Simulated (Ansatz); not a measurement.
# Computed properties of Bi

Bi:
```
CELL_PARAMETERS angstrom
      5.67163    -3.32978     0.00000
      5.67163     3.32978     0.00000
      0.00000     0.00000     6.53485
ATOMIC_POSITIONS crystal
  Bi 0.70652 0.70652 0.50000
  Bi 0.29348 0.29348 0.50000
  Bi 0.79348 0.79348 0.00000
  Bi 0.20652 0.20652 0.00000
  Bi 0.68249 0.31751 0.83482
  Bi 0.31751 0.68249 0.16518
  Bi 0.81751 0.18249 0.33482
  Bi 0.18249 0.81751 0.66518
```

Space group Cmce (No. 64); conventional cell a = 11.3433 Å, b = 6.6596 Å, c = 6.5349 Å, α = β = γ = 90.00°.

Method: PBEsol (plane waves, PAW; program Ansatz). Structure relaxed to zero pressure with the same functional. Other levels are named where they apply.

**Cell and energy**

```
Property               Value
---------------  -----------
Volume per atom     30.85 Å³
Density          11.25 g/cm³
```

**Electronic structure**

```
Item                                                                        Result
------------------------------------  --------------------------------------------
Electronic character                                             metallic (no gap)
Density of states at the Fermi level  0.47 states/eV per atom (mean over ±0.08 eV)
Gap with spin–orbit coupling                                       none (metallic)
```

**Mechanics**

```
Quantity                                                                                                                                         Result
--------------------------------------------  ---------------------------------------------------------------------------------------------------------
Bulk modulus (Birch–Murnaghan fit)                                                                                                             52.6 GPa
Pressure derivative B′                                                                                                                              5.5
Elastic constants (relaxed ions, GPa)         C11 = 63.2, C22 = 71.0, C33 = 90.8, C12 = 41.6, C13 = 42.2, C23 = 41.3, C44 = 11.4, C55 = 8.8, C66 = 14.8
Mechanical stability                                                                                             stable (all eigenvalues of C positive)
Hill bulk and shear moduli                                                                                                            52.2 and 13.1 GPa
Young's modulus                                                                                                                                36.2 GPa
Poisson's ratio                                                                                                                                    0.38
Debye temperature from the elastic constants                                                                                                      116 K
```

**Phonons**

```
Quantity                                       Result
-----------------------------  ----------------------
Highest zone-centre frequency                 87 cm⁻¹
Zone-centre stability          no imaginary mode at Γ
```

The first step of the workflow began from a Materials Project structure, measured or hypothetical; the Crystallography Open Database copy checked does not list it. It is not the phase usual at ambient conditions (space group No. 166). The cell keeps a stress of up to 0.3 GPa. The PBEsol relaxation kept the symmetry of its start. As this level gives no gap, shear constants depend on the k-mesh and smearing (Fermi–Dirac, 0.1 eV here). As this level gives no gap, phonon frequencies hold no LO–TO term and depend on the k-mesh and smearing (Fermi–Dirac, 0.1 eV here). Axis ratios of metals converge slowly with the k-mesh, so a and c are less sure than the volume. On the denser mesh and wider smearing of the elastic run this cell carries a stress of 0.4 GPa. Scalar-relativistic: spin–orbit coupling is off unless named, which matters more the heavier the elements.

Potentials: the later of the program's two PAW sets.
